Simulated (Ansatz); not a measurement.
Ansatz (a quantum-chemistry and plane-wave program) input:

Ansatz 0.2 input:
```yaml
crystal:
  lattice:
    - [3.0681059591, 0.0, 0.0]
    - [-1.5340529795, 2.6570577021, 0.0]
    - [0.0, 0.0, 13.350298537]
  atoms:
    - { symbol: Ti, position: [0.3333333333, 0.6666666667, 0.0855716461] }
    - { symbol: Ti, position: [0.6666666667, 0.3333333333, 0.9144283539] }
    - { symbol: Ti, position: [0.6666666667, 0.3333333333, 0.5855716461] }
    - { symbol: Ti, position: [0.3333333333, 0.6666666667, 0.4144283539] }
    - { symbol: Ga, position: [0.3333333333, 0.6666666667, 0.75] }
    - { symbol: Ga, position: [0.6666666667, 0.3333333333, 0.25] }
    - { symbol: C, position: [0.0, 0.0, 0.5] }
    - { symbol: C, position: [0.0, 0.0, 0.0] }
kpoints:
  mp_grid: { grid: [11, 11, 3] }
  band_path:
    path:
      - [[0.0, 0.0, 0.0], [0.5, 0.0, 0.0], [0.3333333333, 0.3333333333, 0.0], [0.0, 0.0, 0.0], [0.0, 0.0, 0.5], [0.5, 0.0, 0.5], [0.3333333333, 0.3333333333, 0.5], [0.0, 0.0, 0.5]]  # Γ-M-K-Γ-A-L-H-A
      - [[0.5, 0.0, 0.5], [0.5, 0.0, 0.0]]  # L-M
      - [[0.3333333333, 0.3333333333, 0.5], [0.3333333333, 0.3333333333, 0.0]]  # H-K
    npoints: 8
hamiltonian:
  xc: r2scan
  pseudopotentials: { kind: paw }
magnetization: { noncollinear: true, spin_orbit: true }
scf:
  n_extra_bands: 16
  convergence: { dr2_threshold: 0.0000000001 }
  occupations: { method: gaussian, width: 0.05 }
output: { eigenvalues: true }
```

Output (shortened):

```
Pseudopotential: Ti, paw_fr, valence charge 12
Pseudopotential: Ga, paw_fr, valence charge 13
Pseudopotential: C, paw_fr, valence charge 4
Functional definition: r2SCAN
non-collinear run that drives no moment, with spin-orbit …
Crystal: 8 atoms, lattice volume = 108.833 Å³
Basis set: ecut = 500 eV, 2797 PW (Γ), exchange–correlation on 96×96×400 points (64 copies of the dense FFT grid, shifted against one another)
Bands: 98, of which v1, the nominal top of the filled ones, is band 82 counted from 1 (81 counted from 0)
Symmetry: 24 space group operations + 24 with time reversal
k-points: 32 of 363
Projection manifold: j_resolved (fully-relativistic pseudo-atomic orbitals)
SCF iter   1: F=—  HF=-18103.257772 eV  |F-HF|=—  |Δ(HF+E_count)|=         —  Δρ=9.15e-2  dr2=1.75e1  dr2_τ=3.12e-1  dr2_m=0.00e0 (ungated)  ethr=3.10e-3  |M|=0.00e0 ∫|m|=0.00e0 μB  |m|>n=0.0e0 m-floor=0.0e0 τ_xc=0.0e0  β_m=0.30  ⟨swp⟩=4.5  Hψ=7509  notcnv=0  defer=46
preconditioner: auto → Kerker (q_TF=auto, 2.603 Å⁻¹)
spin=Noncollinear: Kerker preconditioning applied to the charge; magnetization (m_x, m_y, m_z) channels mix plain (no charge-response kernel on spin).
SCF iter   2: F=—  HF=-18101.439567 eV  |F-HF|=—  |Δ(HF+E_count)|=    1.82e0  Δρ=5.20e-2  dr2=7.63e0  dr2_τ=2.63e-2  dr2_m=0.00e0 (ungated)  ethr=3.10e-3  |M|=0.00e0 ∫|m|=0.00e0 μB  |m|>n=0.0e0 m-floor=0.0e0 τ_xc=0.0e0  β_m=0.49  ⟨swp⟩=2.3  Hψ=2472  notcnv=0  defer=324
SCF iter   3: F=—  HF=-18100.288590 eV  |F-HF|=—  |Δ(HF+E_count)|=    1.15e0  Δρ=1.80e-2  dr2=1.17e0  dr2_τ=2.81e-3  dr2_m=0.00e0 (ungated)  ethr=3.10e-3  |M|=0.00e0 ∫|m|=0.00e0 μB  |m|>n=0.0e0 m-floor=0.0e0 τ_xc=0.0e0  β_m=0.74  ⟨swp⟩=2.5  Hψ=2045  notcnv=0  defer=324
SCF iter   4: F=—  HF=-18100.210739 eV  |F-HF|=—  |Δ(HF+E_count)|=   7.79e-2  Δρ=9.02e-3  dr2=1.30e-1  dr2_τ=1.50e-3  dr2_m=0.00e0 (ungated)  ethr=1.43e-3  |M|=0.00e0 ∫|m|=0.00e0 μB  |m|>n=0.0e0 m-floor=0.0e0 τ_xc=0.0e0  β_m=0.68  ⟨swp⟩=2.9  Hψ=2172  notcnv=0  defer=314
SCF iter   5: F=—  HF=-18100.181067 eV  |F-HF|=—  |Δ(HF+E_count)|=   2.97e-2  Δρ=2.22e-3  dr2=1.36e-2  dr2_τ=1.06e-4  dr2_m=0.00e0 (ungated)  ethr=1.59e-4  |M|=0.00e0 ∫|m|=0.00e0 μB  |m|>n=0.0e0 m-floor=0.0e0 τ_xc=0.0e0  β_m=0.68  ⟨swp⟩=2.0  Hψ=2310  notcnv=0  defer=314
SCF iter   6: F=—  HF=-18100.178995 eV  |F-HF|=—  |Δ(HF+E_count)|=   2.07e-3  Δρ=1.54e-3  dr2=2.98e-3  dr2_τ=2.35e-5  dr2_m=0.00e0 (ungated)  ethr=1.66e-5  |M|=0.00e0 ∫|m|=0.00e0 μB  |m|>n=0.0e0 m-floor=0.0e0 τ_xc=0.0e0  β_m=0.71  ⟨swp⟩=2.3  Hψ=2662  notcnv=0  defer=314
SCF iter   7: F=—  HF=-18100.178629 eV  |F-HF|=—  |Δ(HF+E_count)|=   3.66e-4  Δρ=4.90e-4  dr2=3.53e-4  dr2_τ=2.07e-6  dr2_m=0.00e0 (ungated)  ethr=3.63e-6  |M|=0.00e0 ∫|m|=0.00e0 μB  |m|>n=0.0e0 m-floor=0.0e0 τ_xc=0.0e0  β_m=0.86  ⟨swp⟩=2.8  Hψ=2461  notcnv=0  defer=314
SCF iter   8: F=—  HF=-18100.178727 eV  |F-HF|=—  |Δ(HF+E_count)|=   9.83e-5  Δρ=2.04e-4  dr2=5.07e-5  dr2_τ=3.34e-7  dr2_m=0.00e0 (ungated)  ethr=4.30e-7  |M|=0.00e0 ∫|m|=0.00e0 μB  |m|>n=0.0e0 m-floor=0.0e0 τ_xc=0.0e0  β_m=0.93  ⟨swp⟩=2.0  Hψ=2201  notcnv=0  defer=314
SCF iter  14: F=-18100.178642 eV  HF=-18100.178642 eV  |F-HF|=3.64e-11  |Δ(HF+E_count)|=  3.27e-11  Δρ=1.55e-7  dr2=1.68e-11  dr2_τ=1.79e-13  dr2_m=0.00e0 (ungated)  ethr=1.00e-12  |M|=0.00e0 ∫|m|=0.00e0 μB  |m|>n=0.0e0 m-floor=0.0e0 τ_xc=0.0e0  ⟨swp⟩=10.0  Hψ=5325  notcnv=0
SCF 1 converged in 14 iterations: F = -18100.178642 eV  dr2 = 1.68e-11
NSCF: frozen V_eff on 75 k-points
SCF converged after 14 iterations
Magnetization: |M| = 0.0000 μB,  M = (+0.0000, +0.0000, +0.0000) μB
Absolute magnetization: 0.0000 μB (∫|m|)
  site 0: m = (+0.0000, +0.0000, +0.0000) μB, |m| = 0.0000 μB  (R = 0.87 Å)
  site 1: m = (+0.0000, +0.0000, +0.0000) μB, |m| = 0.0000 μB  (R = 0.87 Å)
  site 2: m = (+0.0000, +0.0000, +0.0000) μB, |m| = 0.0000 μB  (R = 0.87 Å)
  site 3: m = (+0.0000, +0.0000, +0.0000) μB, |m| = 0.0000 μB  (R = 0.87 Å)
  site 4: m = (+0.0000, +0.0000, +0.0000) μB, |m| = 0.0000 μB  (R = 1.16 Å)
  site 5: m = (+0.0000, +0.0000, +0.0000) μB, |m| = 0.0000 μB  (R = 1.16 Å)
  site 6: m = (+0.0000, +0.0000, +0.0000) μB, |m| = 0.0000 μB  (R = 0.87 Å)
  site 7: m = (+0.0000, +0.0000, +0.0000) μB, |m| = 0.0000 μB  (R = 0.87 Å)
Free energy (F): -18100.178642 eV
Harris-Foulkes:  -18100.178642 eV  (|F-HF|=3.64e-11)
Internal energy: -18100.175741 eV  (E = F + TS)
E sigma→0 (E₀):  -18100.177191 eV
Entropy (-TS):   -0.002901 eV (-0.363 meV/atom)
Fermi energy:    12.972589 eV
--- Per-component energies (eV) ---
  E_band       = -646.295562
  E_kinetic    = 1504.757715
  E_local      = -6705.134060  (includes V_loc(G=0)·N_el)
  E_nonlocal   = 924.238000
  E_hartree    = 2969.346401
  E_xc         = -598.060988
  E_vxc        = -790.920291  (∫ρ·V_xc dr)
  E_paw        = -8419.290183  (= ΣΔE_a)
  E_vpaw       = -1568.108609  (= ΣTr[D̂ρ^β])
  E_aug_tail   = 0.000278  (compensation charges beyond the density's cutoff)
  E_vtau       = 50.178658  (kinetic-family band-sum trace: ∫τ·v_τ [+ j·A + Jᵃ·Aᵃ] dr)
  E_ewald      = -7773.691636
  E_core_change = -2.341267  (= ΣΔE_core)
  E_smearing   = -0.002901  (= −TS)
  E_closure    =  0.000000  (closes the sum)
  Σ components = -18100.178642   (vs F -18100.178642, Δ=0.00e0)
  [band-id]    e_kinetic+e_local+e_nonlocal+2·e_hartree+e_vxc+e_vpaw+e_augmentation_tail+e_vtau = -646.295507   (vs E_band -646.295562, Δ=5.47e-5)
--- Band table (eV; the first three rows and the last of 32) ---
  k-point 0: bands = ["-46.1078", "-46.1078", "-46.1077", "-46.1077", "-46.0338", "-46.0338", "-46.0337", "-46.0337", "-21.7796", "-21.7796", "-21.7769", "-21.7769", "-21.5431", "-21.5431", "-21.5414", "-21.5414", "-21.1254", "-21.1254", "-21.1241", …
  k-point 1: bands = ["-46.1077", "-46.1077", "-46.1077", "-46.1077", "-46.0338", "-46.0338", "-46.0337", "-46.0337", "-21.7789", "-21.7789", "-21.7775", "-21.7775", "-21.5427", "-21.5427", "-21.5418", "-21.5418", "-21.1251", "-21.1251", "-21.1244", …
  k-point 2: bands = ["-46.1027", "-46.1027", "-46.1026", "-46.1026", "-46.0314", "-46.0314", "-46.0312", "-46.0312", "-21.7786", "-21.7786", "-21.7761", "-21.7761", "-21.5560", "-21.5560", "-21.5544", "-21.5544", "-21.1333", "-21.1333", "-21.1319", …
  k-point 31: bands = ["-46.0213", "-46.0213", "-46.0213", "-46.0213", "-46.0137", "-46.0137", "-46.0137", "-46.0137", "-21.7821", "-21.7821", "-21.7816", "-21.7816", "-21.7673", "-21.7673", "-21.7670", "-21.7670", "-21.2213", "-21.2213", "-21.2207", …
```

Cost: about 7 core-minutes (a rough figure) on shared cores.

Space group P6_3/mmc. The workflow started from a Materials Project entry (that database holds measured and hypothetical structures alike); the Crystallography Open Database copy checked does not list it. Its standing as an ambient phase is unchecked. The r²SCAN relaxation kept the symmetry of its start; whether a distortion lowers the energy is not shown. No spin polarisation was allowed.

Potentials: the later of the program's two PAW sets.

Ansatz is a plane-wave DFT program.
